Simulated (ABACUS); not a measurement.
Worked example: self-consistent single point of TePb (Fm-3m, 2 atoms in the cell; from Materials Project mp-19717, changed as shown) in ABACUS.

All values come from this method and carry its errors: PBE, PseudoDojo 0.5 standard norm-conserving PBE (tails mended) pseudopotentials (plane waves; ABACUS).

The change in words: volume scaled by 0.96. Reference geometry (Fm-3m):
```
CELL_PARAMETERS angstrom
      0.00000     3.27089     3.27089
      3.27089     0.00000     3.27089
      3.27089     3.27089     0.00000
ATOMIC_POSITIONS crystal
  Te 0.00000 0.00000 0.00000
  Pb 0.50000 0.50000 0.50000
```

Reference input (self-consistent single point, DFT, PBE, plane waves, PseudoDojo 0.5 standard norm-conserving PBE (tails mended) pseudopotentials): KPT = Gamma 6 6 6 0 0 0; basis_type = pw; dft_functional = PBE; ecutwfc = 82.3 Ry; smearing_method = gaussian; smearing_sigma = 0.00146997 Ry; potentials = PseudoDojo 0.5 standard norm-conserving PBE (tails mended); symmetry = 1; symmetry_prec = 1e-05; ks_solver = dav_subspace; scf_nmax = 100; scf_thr = 1.0e-09 Ry. This run's input differs from it in these lines:

```diff
@@ -27,5 +27,5 @@
 LATTICE_VECTORS
-   0.0000000000    3.2708950000    3.2708950000
-   3.2708950000    0.0000000000    3.2708950000
-   3.2708950000    3.2708950000    0.0000000000
+   0.0000000000    3.2266890000    3.2266890000
+   3.2266890000    0.0000000000    3.2266890000
+   3.2266890000    3.2266890000    0.0000000000
```

Output (repeated stretches shortened):

```
 SELF-CONSISTENT
 -------------------------------------------
                                 init_chg = atomic

 PW ALGORITHM --------------- ION=   1  ELEC=   1--------------------------------

 Notice: Threshold on eigenvalues was too large.

 Density error is 0.032615484417
                          Error Threshold = 0.0001096599408
 E_KohnSham     -349.3900024470      -4753.6948575133
 E_Fermi        0.6978421735         9.4946298643

 PW ALGORITHM --------------- ION=   1  ELEC=   2--------------------------------

 Density error is 0.00502466551581
                          Error Threshold = 0.00010871828139
   [... lines left out ...]

 Density error is 5.9803609273e-09
                          Error Threshold = 3.16314530402e-10
 E_KohnSham     -349.3995118489      -4753.8242395630
 E_Fermi        0.7115597870         9.6812675704

 PW ALGORITHM --------------- ION=   1  ELEC=   7--------------------------------

 Density error is 1.33585389529e-10
                          Error Threshold = 1.99345364243e-11
 E_KohnSham     -349.3995118511      -4753.8242395936
 E_KS(sigma->0) -349.3995118511      -4753.8242395936
 E_entropy(-TS) -0.0000000000        -0.0000000000
 E_Fermi        0.7115679545         9.6813786948
 charge density convergence is achieved
 final etot is -4753.8242396 eV
 EFERMI = 9.6813786948 eV

 STATE ENERGY(eV) AND OCCUPATIONS    NSPIN == 1
   [... 22 lines left out ...]

 TOTAL-FORCE (eV/Angstrom)
                       Te1         0.0000000000         0.0000000000         0.0000000000
                       Pb1         0.0000000000         0.0000000000         0.0000000000

 TOTAL-STRESS (KBAR)
        22.3018181046         0.0000000000         0.0000000000
        -0.0000000000        22.3018181046         0.0000000000
        -0.0000000000         0.0000000000        22.3018181046
 TOTAL-PRESSURE: 22.301818 KBAR

 --------------------------------------------
 !FINAL_ETOT_IS -4753.8242395936204048 eV
 --------------------------------------------
```

The run converged in 7 iterations. Against the reference run the free energy goes up by 11.4 meV/atom, the pressure goes from 0.41 to 2.23 GPa and the gap on the mesh goes from 0.809 to 0.726 eV.

Spin-orbit coupling is left out, which matters for bands and gaps with elements this heavy. The structure comes from a collection of computed structures, made at another level of theory; the collection holds predicted forms beside known ones.

Cost on one core: very roughly 25 core-seconds.

“Tails mended”: in these copies of the files the far tail of each local potential was reset to the Coulomb form.
